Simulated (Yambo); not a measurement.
Yambo run on Sr$_{2}$OsH$_{6}$ (space group Fm-3m, No. 225). The wavefunctions are norm-conserving LDA (Quantum ESPRESSO, 74 Ry, no spin-orbit coupling) ones on a 4×4×4 mesh (21 occupied bands); a = b = c = 5.391 Å, α = β = γ = 60.00°.

Yambo input:

```
rim_cut
gw0
dyson
el_el_corr
HF_and_locXC
cohsex
em1s
RandQpts= 1000000
RandGvec= 1 Ry
EXXRLvcs= 74 Ry
VXCRLvcs= 296 Ry
Chimod= "HARTREE"
% BndsRnXs
 5 | 159 |
%
NGsBlkXs= 7 Ry
% LongDrXs
 1.0 | 1.0 | 1.0 |
%
ExtendOut
% QPkrange
 1 | 1 | 21 | 21 |
 7 | 7 | 21 | 22 |
%
```

k points by index: 1 = Γ, 7 = X.

The o-*.qp file then holds:

```
#    K-point    Band    Eo [eV]    E [eV]    E-Eo [eV]    Vxc [eV]    Vnlxc [eV]    Sc|Eo [eV]    Re(Z)    Im(Z)
#
    1    21    0.000000    -2.274092    -2.274092    -16.97136    -20.21978    0.974323    1.000000    0.000000
    7    21    -0.066468    -2.318518    -2.252049    -16.85288    -19.99610    0.891173    1.000000    0.000000
    7    22    2.251652    2.054323    -0.197329    -12.64442    -8.058468    -4.783281    1.000000    0.000000
```
(The two width columns are left out.) Convergence of these settings isn't established.

Geometry of the Materials Project entry, not relaxed at this level.

The structure is a Materials Project entry; no match was found in the copy of COD used, and its stability was not checked.
